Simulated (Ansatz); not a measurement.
CsSnI3 (cubic perovskite)

```
CsSnI3
1.0
    6.27175     0.00000     0.00000
    0.00000     6.27175     0.00000
    0.00000     0.00000     6.27175
Cs Sn I
1 1 3
Direct
  0.00000   0.00000   0.00000
  0.50000   0.50000   0.50000
  0.00000   0.50000   0.50000
  0.50000   0.50000   0.00000
  0.50000   0.00000   0.50000
```

Scan: atom 2 (Sn, nearest neighbour I at 3.136 Å; its periodic images, 6.3 Å or more away, move with it) is displaced along Cartesian [111], direction (0.577, 0.577, 0.577) in Cartesian axes, by s. The other atoms stay.

These are PBE (plane waves to 420 eV, PAW, scalar-relativistic; Ansatz, an electronic-structure program) values and carry that method's errors. k mesh 5×5×5 (Γ-centred), Fermi-Dirac smearing 0.05 eV. E stands for the smeared free energy. CsSnI3 was relaxed with its symmetry unable to fall. Spin-orbit coupling is left out, though I is heavy. This is a high-temperature form of CsSnI3. The zero of ΔE is the undisplaced structure.

| s (Å) | ΔE (meV/cell) |
|---|---|
| -0.630 | withheld |
| -0.504 | 163 |
| -0.378 | 69 |
| -0.252 | 22 |
| -0.126 | 4 |
| 0.000 | 0 |
| 0.126 | 4 |
| 0.252 | 22 |
| 0.378 | 69 |
| 0.504 | 163 |
| 0.630 | withheld |

Problem. Fit an even polynomial form (powers 2, 4) to the given rows and predict ΔE at s = 0.630.

Solution. Least squares on the 9 given rows: ΔE = (265.3)·s² + (1485)·s⁴, in meV/cell with s in Å; root-mean-square residual 0.6 meV/cell. At 0.630 the fit gives 339 meV/cell; the calculation gives 320 meV/cell, so the extrapolation is off by 19 (+5.9 %). The quadratic term alone would give 105 meV/cell.

(A displaced cell: forces are minus the slopes of the energy, force constants its curvatures, and phonons follow from these.)
